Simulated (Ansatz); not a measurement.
This run works on a generated trial structure, not on a known crystal.

Input and command of a plane-wave DFT calculation in Ansatz:

```yaml
crystal:
  lattice:
    - [4.4533239817, 0.0, 0.0]
    - [0.0, 4.4533239817, 0.0]
    - [0.0, 0.0, 6.1087444423]
  atoms:
    - { symbol: Ti, position: [0.0, 0.5, 0.2579145611] }
    - { symbol: Ti, position: [0.0, 0.5, 0.7420854389] }
    - { symbol: Ti, position: [0.5, 0.0, 0.2579145611] }
    - { symbol: Ti, position: [0.5, 0.0, 0.7420854389] }
    - { symbol: Ti, position: [0.0, 0.0, 0.0] }
    - { symbol: Si, position: [0.0, 0.0, 0.5] }
    - { symbol: Mo, position: [0.5, 0.5, 0.0] }
basis:
  ecutwfc: 500
kpoints:
  mp_grid: { grid: [8, 8, 6] }
  band_path:
    path:
      - [[0.0, 0.0, 0.0], [0.0, 0.5, 0.0], [0.5, 0.5, 0.0], [0.0, 0.0, 0.0], [0.0, 0.0, 0.5], [0.0, 0.5, 0.5], [0.5, 0.5, 0.5], [0.0, 0.0, 0.5]]
      - [[0.0, 0.5, 0.0], [0.0, 0.5, 0.5]]
      - [[0.5, 0.5, 0.0], [0.5, 0.5, 0.5]]
    npoints: 14
hamiltonian:
  xc: r2scan
scf:
  occupations: { method: gaussian, width: 0.1 }
  n_extra_bands: 17
output:
  forces: true
  stress: true
  eigenvalues: true
  populations: true
  dos: { projected: true, de: 0.02, nscf_kmesh: { grid: [10, 10, 8] } }
  bader: true
```

```bash
ansatz run input.yaml --threads 1 --pin off --max-ram 2560MiB --backend cpu --events-out ev --progress --plain --runs-dir out
```

Processor: Intel(R) Xeon(R) 6975P-C (Granite Rapids), 1 thread, on a host shared with other jobs.

Problem. Estimate time, memory and problem size.

Solution. About 110 s, peak memory 1.1 GiB. It solves 56 bands at 60 k points (after reduction by symmetry) with about 3051 plane waves, in 11 SCF iterations.
